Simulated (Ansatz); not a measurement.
GaAs:
```xyz
2
Lattice="3.3738 0.0000 0.0000 0.0000 3.3738 0.0000 0.0000 0.0000 3.3738" Properties=species:S:1:pos:R:3 pbc="T T T"
Ga     0.0000     0.0000     0.0000
As     1.6869     1.6869     1.6869
```

Relaxed with PBE. Special points in fractions of this cell's reciprocal vectors: Γ (0.000, 0.000, 0.000); X (0.000, 0.500, 0.000); M (0.500, 0.500, 0.000); R (0.500, 0.500, 0.500).

Question: List the band energies nearest the Fermi level at these points for DFT-PBE in the program Ansatz with PAW potentials.

Answer: In eV from the Fermi level; about four levels below and three above (degenerate sets whole), none deeper than 8.9 eV; … stands for higher levels left out; points with the same levels are listed once.

```csv
k,below,above
Γ,-2.27 -0.61 -0.61 -0.61,4.84 4.84 …
X,-8.14,1.33 1.33 2.64
M,-5.07 -5.07 -4.66,2.20 6.98 7.00 7.00
R,-2.26 -0.37 -0.37 -0.37,…
```

Space group Pm-3m (CsCl type). The cell is a constructed one: a structure type filled with these elements; neither database checked (COD, Materials Project) lists it. It is not the phase usual at ambient conditions (space group No. 216). The PBE relaxation kept the symmetry of its start; its stability against distortions is not shown here. Scalar-relativistic: spin–orbit coupling is off unless named, which matters more the heavier the elements.

Potentials: the later of the program's two PAW sets.
